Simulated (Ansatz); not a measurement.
The following input was run with Ansatz 0.2.0.

```yaml
crystal:
  lattice:
    - [3.079, 0.0, 0.0]
    - [-1.5395, 2.6664922183, 0.0]
    - [0.0, 0.0, 20.146]
  atoms:
    - { symbol: Si, position: [0.3333333333, 0.6666666667, 0.25] }
    - { symbol: Si, position: [0.6666666667, 0.3333333333, 0.75] }
    - { symbol: Si, position: [0.3333333333, 0.6666666667, 0.625] }
    - { symbol: Si, position: [0.6666666667, 0.3333333333, 0.125] }
    - { symbol: Si, position: [0.0, 0.0, 0.0] }
    - { symbol: Si, position: [0.0, 0.0, 0.5] }
    - { symbol: Si, position: [0.3333333333, 0.6666666667, 0.875] }
    - { symbol: Si, position: [0.6666666667, 0.3333333333, 0.375] }
    - { symbol: C, position: [0.3333333333, 0.6666666667, 0.969] }
    - { symbol: C, position: [0.6666666667, 0.3333333333, 0.469] }
    - { symbol: C, position: [0.0, 0.0, 0.094] }
    - { symbol: C, position: [0.0, 0.0, 0.594] }
    - { symbol: C, position: [0.3333333333, 0.6666666667, 0.344] }
    - { symbol: C, position: [0.6666666667, 0.3333333333, 0.844] }
    - { symbol: C, position: [0.3333333333, 0.6666666667, 0.719] }
    - { symbol: C, position: [0.6666666667, 0.3333333333, 0.219] }
basis:
  ecutwfc: 420
kpoints:
  mp_grid: { grid: [12, 12, 2] }
hamiltonian:
  xc: pbe
scf:
  occupations: { method: gaussian, width: 0.02 }
output:
  forces: true
  stress: true
  eigenvalues: true
  write_density: true
  write_potential: true
  elf: true
  volumetric_format: npy
relax:
  adjacent_minimum: "off"
  f_tol: 0.005
  max_steps: 80
  cell: { stress_tol: 0.05 }
```

Command:
```bash
ansatz run input.yaml --threads 4 --pin off --max-ram 10240MiB --backend cpu --events-out ev --progress --plain --runs-dir out
```

All numbers below come from DFT PBE, scalar-relativistic, plane waves, PAW in Ansatz.

Part of what the program printed, abridged (final results; tables in files aren't shown):

```
SCF 5 converged in 6 iterations: F = -7097.290555 eV  dr2 = 4.77e-12
SCF converged after 6 iterations
Free energy (F): -7097.290555 eV
Harris-Foulkes:  -7097.290555 eV  (|F-HF|=4.55e-12)
Internal energy: -7097.290555 eV  (E = F + TS)
E sigma→0 (E₀):  -7097.290555 eV
Fermi energy:    10.221551 eV
--- Per-component energies (eV) ---
  E_band       = 220.294300
  E_kinetic    = 1079.515891
  E_local      = -843.886904  (includes V_loc(G=0)·N_el)
  E_nonlocal   = 413.301086
  E_hartree    = 258.407083
  E_xc         = -842.001718
  E_vxc        = -872.328870  (∫ρ·V_xc dr)
  E_paw        = -4896.157954  (= ΣΔE_a)
  E_vpaw       = -73.121164  (= ΣTr[D̂ρ^β])
  E_aug_tail   = 0.000093  (compensation charges beyond the density's cutoff)
  E_ewald      = -2266.468132
  E_smearing   =  0.000000  (= −TS)
--- Forces (eV/Å), atoms counted from 1 ---
  atom   1  Si     0.00000000     0.00000000     0.00082691
  atom   2  Si     0.00000000     0.00000000     0.00082691
  atom   3  Si     0.00000000     0.00000000     0.00118211
  atom   4  Si     0.00000000     0.00000000     0.00118211
  atom   5  Si     0.00000000     0.00000000     0.00108951
  atom   6  Si     0.00000000     0.00000000     0.00108951
  atom   7  Si     0.00000000     0.00000000     0.00094648
  atom   8  Si     0.00000000     0.00000000     0.00094648
  atom   9  C      0.00000000     0.00000000    -0.00128741
  atom  10  C      0.00000000     0.00000000    -0.00128741
  atom  11  C      0.00000000     0.00000000    -0.00081793
  atom  12  C      0.00000000     0.00000000    -0.00081793
  atom  13  C      0.00000000     0.00000000    -0.00125475
  atom  14  C      0.00000000     0.00000000    -0.00125475
  atom  15  C      0.00000000     0.00000000    -0.00068429
  atom  16  C      0.00000000     0.00000000    -0.00068429
--- Stress (GPa, compression-positive) ---
        0.049147       0.000000       0.000000
        0.000000       0.049147       0.000000
        0.000000       0.000000       0.045166
  P = ⅓ Tr σ = 0.0478 GPa (0.478 kbar)
--- Band table (eV; the first three rows and the last of 38) ---
  k-point 0: bands = ["-5.9980", "-5.7147", "-5.6783", "-4.8250", "-4.8070", "-3.4954", "-3.4659", "-2.4847", "0.8390", "2.3017", "2.3389", "5.0210", "5.0411", "7.8076", "7.8351", "8.2107", "8.2107", "8.3025", "8.3025", "8.3910", "8.3910", "8.6711", "8.6711", "8.7370", "8.7370", "9.0977", "9.0977", "9.1567", "9.1567", "9.3056", "9.3327", "9.3327", "14.4141", "14.4787", "14.8029", "15.0653", "15.2575", "15.5008", "15.6300", "15.9454", "16.2451", "16.2451", "16.2690", "16.2690", "16.5762", "16.7294", "16.7294", "16.7732"]
  k-point 1: bands = ["-5.9226", "-5.9226", "-5.3245", "-5.3245", "-4.1878", "-4.1878", "-2.8086", "-2.8086", "1.2853", "1.2853", "3.6164", "3.6164", "6.4714", "6.4714", "8.2415", "8.2415", "8.2415", "8.2415", "8.5077", "8.5077", "8.5077", "8.5077", "8.8788", "8.8788", "8.9223", "8.9223", "8.9223", "8.9223", "9.2785", "9.2785", "9.2785", "9.2785", "14.4417", "14.4417", "14.9098", "14.9098", "15.4612", "15.4612", "15.7317", "15.7317", "16.2619", "16.2619", "16.2619", "16.2619", "16.5686", "16.5686", "16.6989", "16.6989"]
  k-point 2: bands = ["-5.8787", "-5.5964", "-5.5597", "-4.7097", "-4.6914", "-3.3865", "-3.3569", "-2.3845", "0.9475", "2.3906", "2.4281", "5.0569", "5.0780", "7.5257", "7.6302", "7.6841", "7.7121", "7.7797", "7.9734", "8.0995", "8.1680", "8.1802", "8.2388", "8.5300", "8.5804", "8.7008", "8.7404", "8.9073", "9.0249", "9.0735", "9.2320", "9.2861", "14.7301", "14.8192", "15.0287", "15.3070", "15.4061", "15.7198", "15.7289", "15.9526", "16.0338", "16.1333", "16.3256", "16.4180", "16.4405", "16.4531", "16.5827", "16.6697"]
  k-point 37: bands = ["-1.5308", "-1.5308", "-1.4168", "-1.4168", "-1.3977", "-1.3977", "-1.3499", "-1.3499", "1.8758", "1.8758", "2.1123", "2.1123", "2.1426", "2.1426", "2.5617", "2.5617", "3.4348", "3.4348", "4.0449", "4.0449", "4.2841", "4.2841", "4.7447", "4.7447", "6.1648", "6.1648", "6.5574", "6.5574", "6.7459", "6.7459", "7.3369", "7.3369", "12.9120", "12.9120", "13.2501", "13.2501", "14.0692", "14.0692", "15.5044", "15.5044", "15.7377", "15.7377", "17.8524", "17.8524", "18.1549", "18.1549", "18.3104", "18.3104"]
--- Relaxed structure (4 steps of the walk, 4 accepted, 1 SCFs on fresh bases) ---
  F+E_penalty+E_count = -7097.29055459 eV   max|allowed force component| = 1.287e-3 eV/Å   (the final SCF, on the basis selected at the relaxed cell)
  cell:  # Å, volume = 167.9514 Å³
    - [3.09525051, 0.0, 0.0]
    - [-1.54762525, 2.68056558, 0.0]
    - [0.0, 0.0, 20.24236961]
  atoms:
    - { symbol: Si, position: [0.33333333, 0.66666666, 0.25010453] }
    - { symbol: Si, position: [0.66666666, 0.33333333, 0.75010453] }
    - { symbol: Si, position: [0.33333333, 0.66666666, 0.62499341] }
    - { symbol: Si, position: [0.66666666, 0.33333333, 0.12499341] }
    - { symbol: Si, position: [0.0, 0.0, 9.08602259e-5] }
    - { symbol: Si, position: [0.0, 0.0, 0.50009086] }
    - { symbol: Si, position: [0.33333333, 0.66666666, 0.87518061] }
    - { symbol: Si, position: [0.66666666, 0.33333333, 0.37518061] }
    - { symbol: C, position: [0.33333333, 0.66666666, 0.96891887] }
    - { symbol: C, position: [0.66666666, 0.33333333, 0.46891887] }
    - { symbol: C, position: [0.0, 0.0, 0.09385958] }
    - { symbol: C, position: [0.0, 0.0, 0.59385958] }
    - { symbol: C, position: [0.33333333, 0.66666666, 0.34411814] }
    - { symbol: C, position: [0.66666666, 0.33333333, 0.84411814] }
    - { symbol: C, position: [0.33333333, 0.66666666, 0.71873397] }
    - { symbol: C, position: [0.66666666, 0.33333333, 0.21873397] }
```

The relaxation met its thresholds.

It took 100 s on 4 threads of AMD EPYC (Zen 3) (shared host), peak memory 0.7 GiB.